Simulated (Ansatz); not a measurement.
Relaxed-ion elastic tensor of Al (simple cubic, Pm-3m) in GPa (Voigt order), plane-wave PAW r²SCAN (Ansatz code); density 2.26 g/cm³, 19.86 Å³ per atom.

```csv
,1,2,3,4,5,6
1,156,12.3,12.3,0.0,0.0,0.0
2,12.3,156,12.3,0.0,0.0,0.0
3,12.3,12.3,156,0.0,0.0,0.0
4,0.0,0.0,0.0,-21.4,0.0,0.0
5,0.0,0.0,0.0,0.0,-21.4,0.0
6,0.0,0.0,0.0,0.0,0.0,-21.4
```

### Question
Is the crystal mechanically stable?

### Answer
No: the smallest eigenvalue of C is -21.4 GPa.

The cell is a constructed one: a structure type filled with these elements; neither database checked (COD, Materials Project) lists it. It is not the phase usual at ambient conditions (space group No. 225). Symmetry was held in the r²SCAN relaxation. At this level the phase is mechanically unstable. As this level gives no gap, shear constants depend on the k-mesh and smearing (Fermi–Dirac, 0.1 eV here).

Potentials: the later of the program's two PAW sets.
